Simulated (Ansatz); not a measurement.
MgO:
```cif
data_Mg2O2
_chemical_formula_sum 'Mg2 O2'
_space_group_name_H-M_alt 'P 1'
_space_group_IT_number 1
_cell_length_a 3.28881
_cell_length_b 3.28881
_cell_length_c 5.03231
_cell_angle_alpha 90.000
_cell_angle_beta 90.000
_cell_angle_gamma 120.000
loop_
_space_group_symop_operation_xyz
  'x, y, z'
loop_
_atom_site_label
_atom_site_type_symbol
_atom_site_fract_x
_atom_site_fract_y
_atom_site_fract_z
_atom_site_occupancy
Mg1 Mg 0.33333 0.66667 0.00485 1
Mg2 Mg 0.66667 0.33333 0.50485 1
O1 O 0.33333 0.66667 0.39975 1
O2 O 0.66667 0.33333 0.89975 1
```

Relaxed with r²SCAN.

Tabulate the valence density and the electron localisation function along the shortest Mg–O contact (1.97 Å), r²SCAN in the plane-wave PAW code Ansatz.



| distance from Mg (Å) | density (e/Å³) | ELF |
|---|---|---|
| 0.20 | 23.75 | 0.25 |
| 0.30 | 16.49 | 0.33 |
| 0.39 | 9.67 | 0.40 |
| 0.49 | 4.69 | 0.41 |
| 0.59 | 1.90 | 0.29 |
| 0.69 | 0.72 | 0.14 |
| 0.79 | 0.38 | 0.07 |
| 0.89 | 0.36 | 0.12 |
| 0.99 | 0.45 | 0.34 |
| 1.08 | 0.62 | 0.64 |
| 1.18 | 0.91 | 0.80 |
| 1.28 | 1.37 | 0.83 |
| 1.38 | 2.12 | 0.83 |
| 1.48 | 3.24 | 0.81 |
| 1.58 | 4.58 | 0.73 |
| 1.68 | 5.88 | 0.59 |
| 1.77 | 6.85 | 0.41 |

The density is the valence pseudo-density with augmentation charge, so density and ELF within about 1 Å of a nucleus are not all-electron values.

Space group P6_3mc (wurtzite). The first step of the workflow began from a Materials Project structure, measured or hypothetical; the Crystallography Open Database copy checked does not list it. It is not the phase usual at ambient conditions (space group No. 225). Symmetry was held in the r²SCAN relaxation; its stability against distortions is not shown here.

Potentials: the later of the program's two PAW sets.
